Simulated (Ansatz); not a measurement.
An Ansatz input:

```yaml
crystal:
  lattice:
    - [2.3976881196, 0.0, 0.0]
    - [-1.1988440598, 2.076458822, 0.0]
    - [0.0, 0.0, 3.8717719624]
  atoms:
    - { symbol: Mn, position: [0.3333333333, 0.6666666667, 0.25], spin: 3.0 }
    - { symbol: Mn, position: [0.6666666667, 0.3333333333, 0.75], spin: 3.0 }
hamiltonian:
  xc: lda
  pseudopotentials:
    kind: paw
    azcp:
      Mn: "pseudopotentials/Mn.paw.azcp"
basis:
  ecutwfc: 420
  fft_grid_basis: typed
kpoints:
  mp_grid: { grid: [17, 17, 9], shift: [0, 0, 0] }
magnetization:
  spin_polarized: true
scf:
  occupations: { method: fermi_dirac, width: 0.05 }
  lower_state_search: "off"
output:
  stress: true
```

Output

```
Warning: the record states the generating functional pbe (its physics header spells it `PBE`), which answers neither for hamiltonian.xc's functional nor for the lda family's — results may be inconsistent (PPs are generated against a specific XC)
Engine: ansatz 0.2.0, x86_64-unknown-linux-gnu
Pseudopotentials: kind: paw
Pseudopotential: Mn, paw, valence charge 15, recommended cutoff 420 eV (normal) 
Functional definition: SPW92
  exchange = slater_x
  correlation = pw_c
Crystal: 2 atoms, lattice volume = 19.276 Å³
Basis set: ecut = 420 eV, 379 PW (Γ)
Bands: 22, of which v1, the nominal top of the filled ones, is band 15 counted from 1 (14 counted from 0)
Symmetry: 24 space group operations
Space group: P63/mmc (ITA 194), of the structure as read, at distance tolerance 2.7e-5 Å
Magnetic group: BNS 194.263 (UNI 1493), of the structure as read, at distance tolerance 2.7e-5 Å
k-points: 165 of 2601
Non-local potential: Mn, projectors of the file, l = 0: 3, l = 1: 2, l = 2: 3, l = 3: 1
PAW form: soft (Blöchl's): semilocal exchange-correlation on the pseudo side does not see the compensation charge
PAW frozen core: Mn, regenerated for the run's functional, and the local potential with it (the file was generated under x = pbe(κ = 0.804, μ = 0.2195149727645171), c = pbe(β = 0.06672455060314922))
PAW one-centre angular grid: Mn, 590 points (default); XC on 64 Gauss nodes
Initial density: superposition of atomic densities (chi_scale 0.1, normalization cell)
Starting moments: Σ|m| = 6 μB on 2 of 2 sites
Initial wavefunctions: pseudopotential atomic-orbital guess
Functional: x = slater, c = lda
SCF iter   1: F=—  HF=-7681.560856 eV  |F-HF|=—  |Δ(HF+E_count)|=         —  Δρ=2.29e-1 (↑2.29e-1 ↓1.20e-1)  dr2=2.19e0  dr2_m=5.15e0  M=2.782 μB ∫|m|=2.787 μB  β_m=0.30  ethr=3.10e-3  ⟨swp⟩=3.6  Hψ=25917  notcnv=0
SCF iter   2: F=—  HF=-7681.063608 eV  |F-HF|=—  |Δ(HF+E_count)|=   4.97e-1  Δρ=1.80e-1 (↑1.80e-1 ↓1.35e-1)  dr2=4.22e-1  dr2_m=4.34e0  M=2.993 μB ∫|m|=2.999 μB  β_m=0.30  ethr=3.10e-3  ⟨swp⟩=3.3  Hψ=13693  notcnv=0  defer=319
Mixer restart at iter 2: flushing history
spin-set hold released at iteration 2 (the charge has settled, or the pull on large starting moments outlasts its swing): the magnetisation degrees of freedom join the quasi-Newton model from the next iteration; the mixer history was flushed
SCF iter   3: F=—  HF=-7681.394964 eV  |F-HF|=—  |Δ(HF+E_count)|=   3.31e-1  Δρ=1.31e-1 (↑1.31e-1 ↓1.27e-1)  dr2=2.40e-2  dr2_m=2.92e0  M=2.662 μB ∫|m|=2.668 μB  β_m=0.62  ethr=1.41e-3  ⟨swp⟩=2.3  Hψ=11016  notcnv=0  defer=320
SCF iter   4: F=—  HF=-7683.012597 eV  |F-HF|=—  |Δ(HF+E_count)|=    1.62e0  Δρ=1.40e-1 (↑1.40e-1 ↓3.07e-2)  dr2=2.14e0  dr2_m=1.01e0  M=0.966 μB ∫|m|=0.980 μB  β_m=0.54  ethr=7.99e-5  ⟨swp⟩=4.2  Hψ=21086  notcnv=0  defer=307
SCF iter   5: F=—  HF=-7682.642872 eV  |F-HF|=—  |Δ(HF+E_count)|=   3.70e-1  Δρ=2.02e-2 (↑7.21e-3 ↓2.02e-2)  dr2=3.79e-2  dr2_m=2.89e-2  M=0.108 μB ∫|m|=0.154 μB  β_m=0.77  ethr=7.99e-5  ⟨swp⟩=4.0  Hψ=20344  notcnv=0  defer=431
SCF iter   6: F=—  HF=-7682.637770 eV  |F-HF|=—  |Δ(HF+E_count)|=   5.10e-3  Δρ=9.07e-3 (↑5.06e-3 ↓9.07e-3)  dr2=4.46e-3  dr2_m=7.73e-3  M=-0.117 μB ∫|m|=0.117 μB  β_m=0.81  ethr=7.99e-5  ⟨swp⟩=2.8  Hψ=14973  notcnv=0  defer=397
SCF iter   7: F=—  HF=-7682.643278 eV  |F-HF|=—  |Δ(HF+E_count)|=   5.51e-3  Δρ=3.29e-3 (↑2.57e-3 ↓3.29e-3)  dr2=3.33e-3  dr2_m=2.51e-4  M=-0.021 μB ∫|m|=0.021 μB  β_m=0.90  ethr=1.49e-5  ⟨swp⟩=2.0  Hψ=8274  notcnv=0  defer=397
SCF iter   8: F=—  HF=-7682.642738 eV  |F-HF|=—  |Δ(HF+E_count)|=   5.41e-4  Δρ=7.78e-4 (↑7.78e-4 ↓1.80e-4)  dr2=9.40e-5  dr2_m=1.90e-5  M=0.003 μB ∫|m|=0.004 μB  β_m=0.84  ethr=1.11e-5  ⟨swp⟩=2.0  Hψ=10780  notcnv=0  defer=397
SCF iter   9: F=—  HF=-7682.642724 eV  |F-HF|=—  |Δ(HF+E_count)|=   1.36e-5  Δρ=1.31e-4 (↑1.31e-4 ↓1.17e-4)  dr2=2.64e-7  dr2_m=2.57e-6  M=0.001 μB ∫|m|=0.002 μB  β_m=0.83  ethr=3.13e-7  ⟨swp⟩=2.3  Hψ=10375  notcnv=0  defer=397
iter 10 did not close the SCF: its close was put off for a magnetic moment that had not settled (scf_convergence_deferred on its scf_iter line)
SCF iter  10: F=-7682.642725 eV  HF=-7682.642725 eV  |F-HF|=5.47e-8  |Δ(HF+E_count)|=   6.97e-7  Δρ=2.27e-5 (↑2.27e-5 ↓1.49e-5)  dr2=9.01e-8  dr2_m=2.63e-8  M=-0.000 μB ∫|m|=0.000 μB  β_m=0.91  ethr=3.33e-10  ⟨swp⟩=5.0  Hψ=26704  notcnv=0
iter 11 did not close the SCF: its close was put off for a magnetic moment that had not settled (scf_convergence_deferred on its scf_iter line)
SCF iter  11: F=-7682.642725 eV  HF=-7682.642725 eV  |F-HF|=2.29e-9  |Δ(HF+E_count)|=   4.24e-9  Δρ=2.67e-6 (↑2.67e-6 ↓2.66e-6)  dr2=2.17e-9  dr2_m=2.63e-10  M=-0.000 μB ∫|m|=0.000 μB  β_m=0.91  ethr=3.00e-10  ⟨swp⟩=2.6  Hψ=25425  notcnv=0
iter 12 did not close the SCF: its close was put off for a magnetic moment that had not settled (scf_convergence_deferred on its scf_iter line)
SCF iter  12: F=-7682.642725 eV  HF=-7682.642725 eV  |F-HF|=2.32e-10  |Δ(HF+E_count)|=  4.20e-10  Δρ=1.39e-6 (↑5.34e-7 ↓1.39e-6)  dr2=2.86e-10  dr2_m=8.39e-11  M=-0.000 μB ∫|m|=0.000 μB  β_m=0.96  ethr=7.22e-12  ⟨swp⟩=1.5  Hψ=19875  notcnv=0
SCF iter  13: F=-7682.642725 eV  HF=-7682.642725 eV  |F-HF|=9.09e-12  |Δ(HF+E_count)|=  3.64e-11  Δρ=1.73e-7 (↑1.11e-7 ↓1.73e-7)  dr2=8.34e-12  dr2_m=5.00e-13  M=-0.000 μB ∫|m|=0.000 μB  ethr=1.00e-12  ⟨swp⟩=1.0  Hψ=18016  notcnv=0
WARN: the starting moments were not kept: the SCF closed with an absolute magnetisation of 9.0e-7 μB, where they sum to 6 μB in size (2 sites). That is at most 0.1 of that sum. Measured as dr2_m measures the in/out step, that magnetisation stands 4.3e-13 eV from none, at or under the dr2_threshold of 1.0e-7 eV: it is no larger than a step whose dr2_m would equal this threshold. The system may hold no moment; this SCF shows only that its start led to no more than that. To try another start: raise the starting moments (crystal.atoms[].spin, magnetization.per_species, magnetization.initial_magnetization, or on a non-collinear deck that types none of these the spinor_matrix: blocks that start its atoms; where the total moment is fixed, keep their sum and leave initial_magnetization as it is; typed ones take the place of any that the run laid by itself, positive ones on a crystal's lanthanoids without a Hubbard term where scf.initial_density.shell_occupations: [] is typed) or, if the notice of its spin-set hold's release reads "site moments contracting" or "site moments show no strong build", lengthen the hold (scf.mixing.spin_hold: { on: { confirm: 4 } }; for m-r²SCAN on two components see the key's manual first). Each may lead to a state that holds a moment. A second SCF, from the converged charge density, with the starting moments and any scf.initial_density.shell_occupations laid on it anew, would have followed, and was not run: the deck does not ask for one (magnetization.retry_lost_moments is false, the default). To let it run, set magnetization.retry_lost_moments: true and run the deck again, where that key's refused combinations let it; where memory then withholds it, that run's warning says so.
SCF 1 converged in 13 iterations: F = -7682.642725 eV  dr2 = 8.34e-12
SCF converged after 13 iterations
Magnetization: -0.0000 μB (15.0000 up, 15.0000 down)
Absolute magnetization: 0.0000 μB (∫|ρ↑−ρ↓|, with the PAW one-centre terms)
Spin contamination: 0.0000 ħ² per cell (⟨S²⟩ above its minimum at these occupations)
Per-site moments (μB) at R_I (Å): [(-3.915224204565757e-7, 0.9817116354706296), (-3.915224204808244e-7, 0.9817116354706296)]
Free energy (F): -7682.642725 eV
Harris-Foulkes:  -7682.642725 eV  (|F-HF|=9.09e-12)
Internal energy: -7682.623564 eV  (E = F + TS)
E sigma→0 (E₀):  -7682.633144 eV
Entropy (-TS):   -0.019160 eV (-9.580 meV/atom)
Fermi energy:    22.528999 eV
--- Per-component energies (eV) ---
  E_band       = -241.535654
  E_kinetic    = 625.754287
  E_local      = -2902.974286  (includes V_loc(G=0)·N_el)
  E_nonlocal   = 481.539236
  E_hartree    = 1220.362675
  E_xc         = -233.626028
  E_vxc        = -300.821953  (∫ρ·V_xc dr)
  E_paw        = -2477.529417  (= ΣΔE_a)
  E_vpaw       = -585.758469  (= ΣTr[D̂ρ^β])
  E_aug_tail   = -0.000022  (compensation charges beyond the density's cutoff)
  E_ewald      = -4396.917915
  E_core_change = 0.767906  (= ΣΔE_core)
  E_smearing   = -0.019160  (= −TS)
  E_closure    = 0.000000  (closes the sum)
  Σ components = -7682.642725   (vs F -7682.642725, Δ=0.00e0)
--- Stress (GPa, compression-positive) ---
       14.972271      -0.000000       0.000000
        0.000000      14.972271       0.000000
        0.000000       0.000000      14.539902
  P = ⅓ Tr σ = 14.8281 GPa (148.281 kbar)
```

Launched by

```sh
ansatz run input.yaml --threads 2 --pin off --max-ram 5120MiB --backend cpu --events-out ev --progress --plain --runs-dir out
```

On 2 threads of Intel(R) Xeon(R) Platinum 8488C (Sapphire Rapids) (shared host) this took about 7 s of wall time and 13 s of CPU time.
